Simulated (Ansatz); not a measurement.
Consider a crystal of NaBe₅H in space group P6/mmm (No. 191), with Na on 1b; Be on 3g and 2e; H on 1a.

Computed with Ansatz 0.2.0, DFT PBE, scalar-relativistic, plane waves, PAW. Cutoff 420 eV, Γ-centred mesh, Gaussian smearing, no spin polarisation.

The zero of energy is the elements' standard structures at the same level (H₂ as a molecule); no fitted shifts are applied.

Problem. Which cell and coordinates does it relax to?

Solution.

Space group P6/mmm (No. 191). a = 4.799 Å, b = 4.799 Å, c = 7.366 Å, α = 90.00°, β = 90.00°, γ = 120.00°
| atom | site | symmetry | x | y | z |
| --- | --- | --- | --- | --- | --- |
| Na | 1b | 6/mmm | 0.0000 | 0.0000 | 0.5000 |
| Be | 3g | mmm | 0.5000 | 0.0000 | 0.5000 |
| Be | 2e | 6mm | 0.0000 | 0.0000 | 0.1931 |
| H | 1a | 6/mmm | 0.0000 | 0.0000 | 0.0000 |

Na is surrounded by 2 Be at 2.26 Å and 6 Be at 2.40 Å; Be on a site of symmetry mmm has 2 Na at 2.40 Å and 4 Be at 2.40 Å; Be on a site of symmetry 6mm has 1 H at 1.42 Å and 1 Na at 2.26 Å; H is surrounded by 2 Be at 1.42 Å. Another local minimum with the same sites may exist.

Problem. Where does its energy lie, and is it a metal?

Solution. The formation energy is +1.56 eV/atom and the gap on the 12×12×6 mesh of the 7-atom cell is 0 eV (a metal). The separate elements lie lower, so it is unstable against them.

The last run used Gaussian smearing of 0.10 eV. With hydrogen, zero-point motion can shift formation energies by some tens of meV/atom. A structure relaxed within its symmetry needn't be a true minimum. Another cell of NaBe5H relaxed alike, in R3m, lies 1.31 eV/atom lower, so this cell isn't the stable form at this level.
